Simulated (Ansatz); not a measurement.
SnC (CsCl type, space group No. 221) at seven volumes, DFT-PBE in the program Ansatz with PAW potentials, scaled uniformly. One row is withheld.

```tsv
V (Å³/atom)	P (GPa)
13.606	10.79
14.055	6.85
14.503	3.15
14.952	-0.01
15.400	-2.66
15.849	-4.70
16.297	?
```

Fit the shown pressures and predict the withheld one.

P = (3/2)B₀(x^(7/2) − x^(5/2))[1 + (3/4)(B′ − 4)(x − 1)] with x = (V₀/V)^(2/3). Least squares on the six rows gives V₀ = 14.963 Å³/atom, B₀ = 94.0 GPa, B′ = 4.12. At V = 16.297, x = 0.9447 and P = -6.73 GPa. The run itself gave -6.35 GPa.

Space group Pm-3m (CsCl type). The cell is a constructed one: a structure type filled with these elements; neither database checked (COD, Materials Project) lists it. Its standing as an ambient phase is unchecked. The cell was relaxed with PBE under the symmetry of its start; its stability against distortions is not shown here. Spin–orbit coupling is left out wherever it is not named.

Potentials: the earlier of the program's two PAW sets.
